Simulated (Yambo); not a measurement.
BSE-type run in Yambo on NaI (rock salt, space group Fm-3m, No. 225), at zero momentum.

Quantum ESPRESSO step (PBEsol, PseudoDojo standard norm-conserving files, fully relativistic):
```
&CONTROL
  calculation = 'nscf'
  pseudo_dir = './pseudo'
  outdir = './out'
/
&SYSTEM
  ibrav = 0
  nat = 2
  ntyp = 2
  ecutwfc = 88.0
  ecutrho = 352.0
  occupations = 'fixed'
  force_symmorphic = .true.
  nbnd = 69
  noncolin = .true.
  lspinorb = .true.
/
&ELECTRONS
  conv_thr = 2e-09
  diago_full_acc = .true.
  diago_thr_init = 1e-08
/
ATOMIC_SPECIES
Na 22.9898 Na.upf
I 126.9045 I.upf
CELL_PARAMETERS angstrom
  0.000000000000   3.200333581000   3.200333581000
  3.200333581000   0.000000000000   3.200333581000
  3.200333581000   3.200333581000   0.000000000000
ATOMIC_POSITIONS crystal
Na   0.000000000000   0.000000000000   0.000000000000
I   0.500000000000   0.500000000000   0.500000000000
K_POINTS automatic
6 6 6 0 0 0
```

Yambo input:
```
rim_cut
optics
bse
bss
dipoles
RandQpts= 1000000
RandGvec= 1 Ry
FFTGvecs= 40 Ry
BSKmod= "HARTREE"
BSEmod= "resonant"
BSSmod= "hs"
BSENGexx= 15 Ry
% KfnQP_E
 2.006 | 1.0 | 1.0 |
%
% BSEQptR
 1 | 1 |
%
% BSEBands
 11 | 22 |
%
% BEnRange
 0.0 | 10.6 | eV
%
% BDmRange
 0.15 | 0.15 | eV
%
BEnSteps= 212
% BLongDir
 1.0 | 0.0 | 0.0 |
%
BSHayTrs= -0.02
BSSNEig= 48
WRbsWF
```

From the report:

The dimension is k points × valence × conduction bands = 216 × 6 × 6 = 7776.
```
  [SLEPC] Approach                          : Krylov-Schur
  [SLEPC] Number of requested eigenvalues   :   48
  [SLEPC] Number of eigenvalues        [NEV]:   48
   [K] Dimension                                    :   7776
   [K] Bands                                        :  11  22
   [K] Exchange res                                 : yes
   [K] Correlation res                              : no
   [K] W interaction is bare                        : no
   [K] RL vectors exchange                          :   459
```

Geometry relaxed with PBEsol.
